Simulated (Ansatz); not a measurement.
AlGaN$_{2}$:
```
CELL_PARAMETERS angstrom
      3.13853     0.00000     0.00000
      0.00000     3.13853     0.00000
      0.00000     0.00000     4.42236
ATOMIC_POSITIONS crystal
  Al 0.50000 0.50000 0.50000
  Ga 0.00000 0.00000 0.00000
  N  0.50000 0.00000 0.73908
  N  0.00000 0.50000 0.26092
```

DFT-r²SCAN in the program Ansatz with PAW potentials gives a gap of 3.37 eV without spin–orbit coupling, maximum at Γ, minimum at Γ.

What happens when spin–orbit coupling is switched on?

The gap shrinks by 0.01 eV, to 3.36 eV; maximum at Γ, minimum at Γ.

Give the electron effective mass with spin–orbit coupling.

0.24, 0.24, 0.31 mₑ (principal values).

Give the hole effective mass with spin–orbit coupling.

0.45, 0.55, 1.1 mₑ (principal values).

Space group P-4m2. The workflow started from a Materials Project entry (that database holds measured and hypothetical structures alike); the Crystallography Open Database copy checked does not list it. With Al and Ga taken as one species the cell has the higher symmetry F-43m, so it may be an ordered model of a mixed-site phase. Its standing as an ambient phase is unchecked. Symmetry was held in the r²SCAN relaxation; of distortions, only those at the zone centre were tested.

Potentials: the later of the program's two PAW sets.
